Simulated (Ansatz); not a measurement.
Data:

CdS:
```xyz
4
Lattice="3.8774 0.0000 0.0000 -1.9387 3.3579 0.0000 0.0000 0.0000 6.4770" Properties=species:S:1:pos:R:3 pbc="T T T"
Cd     0.0000     0.0000     0.0000
Cd     0.0000     0.0000     3.2385
S      0.0000     2.2386     1.6193
S      1.9387     1.1193     4.8578
```

This is the PBE-relaxed structure. Cartesian axes are those of the cell as given.

Q: All from the program Ansatz at the PBE level (PAW), unless another level is named. Give the hole effective mass, band 2 of 2 at the edge.

A: 0.27 along x, 2.3 along z (mₑ).

Q: Predict the electron effective mass.

A: 0.096, 0.096, 0.10 mₑ (principal values).

Q: Predict the valence-band maximum.

A: at Γ.

Q: What about the weight of the conduction-edge state by species (Voronoi cells)?

A: Cd 62 %, S 38 %.

Space group P6_3/mmc (NiAs type). The cell is a constructed one: a structure type filled with these elements; neither database checked (COD, Materials Project) lists it. It is not the phase usual at ambient conditions (space group No. 186, 216). The cell was relaxed with PBE under the symmetry of its start; whether a distortion lowers the energy is not shown. Scalar-relativistic: spin–orbit coupling is off unless named, which matters more the heavier the elements.

Potentials: the later of the program's two PAW sets.

Edges and masses are those of Kohn–Sham bands, whose gap is no quasiparticle gap.
